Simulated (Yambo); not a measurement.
```xyz
8
Lattice="2.6083 1.5059 4.4445 -2.6083 1.5059 4.4445 0.0000 -3.0118 4.4445" Properties=species:S:1:pos:R:3 pbc="T T T"
F     -0.4456     1.5504     7.8060
F      0.4456    -1.5504     5.5275
F     -1.1199    -1.1611     7.8060
F      1.1199     1.1611     5.5275
F      1.5655    -0.3893     7.8060
F     -1.5655     0.3893     5.5275
Mg     0.0000     0.0000     6.6668
Ti     0.0000     0.0000     0.0000
```

Response from Yambo on PBEsol (Quantum ESPRESSO, PseudoDojo norm-conserving, 84 Ry, scalar-relativistic) bands: 4×4×4 mesh, 92 bands, 3 Ry local-field block, 0.2 eV broadening.

Give the static electronic dielectric constant without and with local fields along each axis.


```csv
field along,"ε(0), independent particles","ε(0), RPA with local fields",refractive index √ε
x,2.62,2.27,1.51
z,2.63,2.29,1.51
```
Electronic (clamped-ion) response only. PBEsol gaps are usually too small, which raises these values. Convergence of the RPA response with its 4×4×4 mesh was not tested. x, y and z are Cartesian axes of the cell as given.

Geometry of the Materials Project entry, not relaxed at this level.

The structure is a Materials Project entry; no match was found in the copy of COD used, and its stability was not checked.
